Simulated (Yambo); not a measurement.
G0W0@LDA for MgZn3S4 (space group P-43m, No. 215) in Yambo. Reference settings: 2×2×2 Γ-centred k mesh, bands 17 to 317 and a 8 Ry block in the screening, 317 bands in G with the Bruneval-Gonze terminator, plasmon pole fitted at 27.2 eV. The LDA gap Γ → Γ on this mesh is 2.13 eV; G0W0 gaps are taken between the same points.

With and without the terminator, as bands are cut:

```
bands in G (in W)  gap, terminator (eV)  gap, none (eV)  valence shift, terminator (eV)  valence shift, none (eV)
-----------------  --------------------  --------------  ------------------------------  ------------------------
126 (317)                         3.675           3.571                          -0.875                    -0.428
207 (317)                         3.663           3.591                          -0.907                    -0.677
317 (317)                         3.659           3.618                          -0.912                    -0.798
```

Over this range the gap spans 0.016 eV with the terminator and 0.047 eV without, the valence shift 0.037 eV and 0.370 eV. Neither column has reached its limit for certain.

Geometry of the Materials Project entry, not relaxed at this level; primitive cell a = 5.4548 Å, b = 5.4548 Å, c = 5.4548 Å, α = 90.00°, β = 90.00°, γ = 90.00°.

The structure is a Materials Project entry; no match was found in the copy of COD used, and its stability was not checked.

A shift is the quasiparticle energy of the state minus its LDA energy.
